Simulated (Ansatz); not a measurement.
Crystals of one structure type (Cu3Au type) and one family of elements, relaxed and computed with PBEsol (plane waves, PAW; program Ansatz).

```csv
crystal,K_Hill (GPa),G_Hill (GPa)
TaCo3,273,148
VCo3,278,165
TaRh3,293,171
NbIr3,345,223
VIr3,354,?
```

**Question.** Fit a straight line to ln G against ln K and predict the withheld value.

**Answer.** Least squares on the 4 shown rows: ln G = 1.60 × ln K + (-3.941), with a scatter of 2.9 %. For VIr3 this gives 233. The run itself gave 234, a miss of 0.4 % of that.

Standing as an ambient phase not checked: TaCo3, Cu3Au type; VCo3, Cu3Au type; TaRh3, Cu3Au type; NbIr3, Cu3Au type; VIr3, Cu3Au type. Began spin-polarised and lost the moments: TaCo3, Cu3Au type. All cells were relaxed under the symmetry of their starts (and spin orders); stability against distortions was not tested throughout. Rows with no word on spin ran without spin polarisation. Scalar-relativistic: spin–orbit coupling is off unless named, which matters more the heavier the elements.

Potentials: the later of the program's two PAW sets.
